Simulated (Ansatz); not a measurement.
## Mechanical response of Cu (Fm-3m)

```
CELL_PARAMETERS angstrom
0.00000 1.78159 1.78159
1.78159 0.00000 1.78159
1.78159 1.78159 0.00000
ATOMIC_POSITIONS crystal
Cu 0.00000 0.00000 0.00000
```

The conventional cell has a = 3.563 Å, b = 3.563 Å, c = 3.563 Å, α = 90.00°, β = 90.00°, γ = 90.00°. Cu (atom 1) is surrounded by 12 Cu at 2.52 Å.

Level of theory, where no other is named: PBEsol, PAW on Ansatz 0.2.0's default frozen-core files (fitted under PBE), scalar-relativistic. k mesh 28×28×28, strains of ±0.003, Fermi-Dirac smearing of 0.050 eV, cutoff 420 eV. The cell was relaxed by PAW under this functional, which moved its volume by -4 % from the database entry's.

The cell is cubic and carries a residual pressure of 0.04 GPa at this level. Each strain component that symmetry leaves independent is applied at ±0.003 and ±0.006, the ions relax wherever a strain frees them, and the stress (tension positive, GPa) is read. Shears are engineering strains, γ = 2ε.

```json
{"strain": "xx", "size": "-0.006", "σxx": "-1.3465", "σyy": "-0.9363", "σzz": "-0.9363", "σyz": "0.0000", "σxz": "0.0000", "σxy": "0.0000"}
{"strain": "xx", "size": "-0.003", "σxx": "-0.6895", "σyy": "-0.4844", "σzz": "-0.4844", "σyz": "0.0000", "σxz": "0.0000", "σxy": "0.0000"}
{"strain": "xx", "size": "+0.003", "σxx": "0.5953", "σyy": "0.3908", "σzz": "0.3908", "σyz": "0.0000", "σxz": "0.0000", "σxy": "0.0000"}
{"strain": "xx", "size": "+0.006", "σxx": "1.2222", "σyy": "0.8154", "σzz": "0.8154", "σyz": "0.0000", "σxz": "0.0000", "σxy": "0.0000"}
{"strain": "yz", "size": "-0.006", "σxx": "-0.0425", "σyy": "-0.0527", "σzz": "-0.0527", "σyz": "-0.6133", "σxz": "0.0000", "σxy": "0.0000"}
{"strain": "yz", "size": "-0.003", "σxx": "-0.0424", "σyy": "-0.0449", "σzz": "-0.0449", "σyz": "-0.3068", "σxz": "0.0000", "σxy": "0.0000"}
{"strain": "yz", "size": "+0.003", "σxx": "-0.0424", "σyy": "-0.0449", "σzz": "-0.0449", "σyz": "0.3068", "σxz": "0.0000", "σxy": "0.0000"}
{"strain": "yz", "size": "+0.006", "σxx": "-0.0425", "σyy": "-0.0527", "σzz": "-0.0527", "σyz": "0.6133", "σxz": "0.0000", "σxy": "0.0000"}
```

The slope is [8(σ(+δ) − σ(−δ)) − (σ(+2δ) − σ(−2δ))]/(12δ), and the program imposes the crystal's symmetry on the matrix.

What are the independent elastic constants?

C11 = 214.2, C12 = 145.8, C44 = 102.3 GPa.

Do they meet the Born conditions?

C11 − C12 = 68.3, C11 + 2C12 = 505.8 and C44 = 102.3 GPa must all be positive, so the crystal is elastically stable; that says nothing yet of its phonons.

What moduli does a random aggregate of grains have?

B = (C11 + 2C12)/3 = 168.6 GPa. G_V = (C11 − C12 + 3C44)/5 = 75.0 and G_R = 5(C11 − C12)C44/(4C44 + 3(C11 − C12)) = 56.9, so G_H = 66.0 GPa. Then E = 9BG/(3B + G) = 175.1 GPa, ν = (3B − 2G)/(6B + 2G) = 0.327 and B/G = 2.56, on the ductile side of Pugh's 1.75 (a rule of thumb).

With the density of 9.330 g/cm³, how fast does sound travel, and what Debye temperature follows?

```tsv
direction	slow (m/s)	middle (m/s)	fast (m/s)
[100]	3311	3311	4791
[110]	1913	3311	5501
[111]	2469	2469	5718
```

The mean of v⁻³ over directions and branches gives v_m = 2924 m/s and θ_D = (ħ/k_B) v_m (6π²n)^(1/3) = 388 K, n being atoms per volume. Young's modulus spans 96 to 255 GPa over directions, and the universal anisotropy index is 1.59.

How far do the constants move if all-electron PAW (datasets made for the crystal) replaces PAW in the same cell?

| constant | PAW (GPa) | all-electron PAW (datasets made for the crystal) (GPa) | difference |
| --- | --- | --- | --- |
| C11 | 214.2 | 214.2 | 0.0 |
| C12 | 145.8 | 145.7 | -0.1 |
| C44 | 102.3 | 102.2 | -0.1 |

Known limits: frozen-core PAW files fitted under PBE, their cores solved anew for the functional of the run; responses of metals move with mesh and smearing.
